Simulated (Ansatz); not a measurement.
Total density of states per atom from DFT-r²SCAN in the program Ansatz with PAW potentials, in 0.25 eV bins, energy from the Fermi level:

```csv
E (eV),states/eV/atom
-7.85,0.15
-7.60,0.20
-7.35,0.37
-7.10,0.66
-6.85,0.79
-6.60,1.95
-6.35,2.25
-6.10,1.95
-5.85,1.52
-5.60,1.77
-5.35,2.18
-5.10,2.16
-4.85,2.63
-4.60,3.54
-4.35,1.84
-4.10,2.24
-3.85,2.16
-3.60,2.08
-3.35,1.95
-3.10,1.93
-2.85,2.34
-2.60,2.62
-2.35,1.32
-2.10,0.86
-1.85,0.40
-1.60,0.25
-1.35,0.25
-1.10,0.21
-0.85,0.27
-0.60,0.28
-0.35,0.21
-0.10,0.23
0.15,0.26
0.40,0.28
0.65,0.26
0.90,0.27
1.15,0.26
1.40,0.25
1.65,0.25
1.90,0.26
2.15,0.24
2.40,0.23
2.65,0.24
2.90,0.29
3.15,0.30
3.40,0.29
3.65,0.31
3.90,0.29
4.15,0.28
4.40,0.25
4.65,0.23
```

**Question.** Which compound is it?
A) LiHS, Ama2 (Li on 4a, S on 4b, H on 4b)
B) LiIn, Fd-3m (Li on 8a, In on 8b)
C) ZrFe2, cubic Laves (MgCu2 type)
D) AgAu3, Cu3Au type

**Answer.** D, AgAu3, Cu3Au type. Within 0.5 eV of the Fermi level: Au 6s 39 %, Au 5d 24 %, Ag 5s 9 %, outside the projected shells 24 %. Projections are on Löwdin-orthogonalised atomic valence shells; empty p or d shells of many metals are not among them.

Space group Pm-3m (Cu3Au type). The workflow started from a Materials Project entry (that database holds measured and hypothetical structures alike); the Crystallography Open Database copy checked does not list it. With Ag and Au taken as one species the cell has the higher symmetry Fm-3m, so it may be an ordered model of a mixed-site phase. Whether it is the stable phase at ambient conditions was not checked. The cell was relaxed with r²SCAN under the symmetry of its start; whether a distortion lowers the energy is not shown. The run is not spin-polarised. Spin–orbit coupling is left out wherever it is not named.

Potentials: the later of the program's two PAW sets.
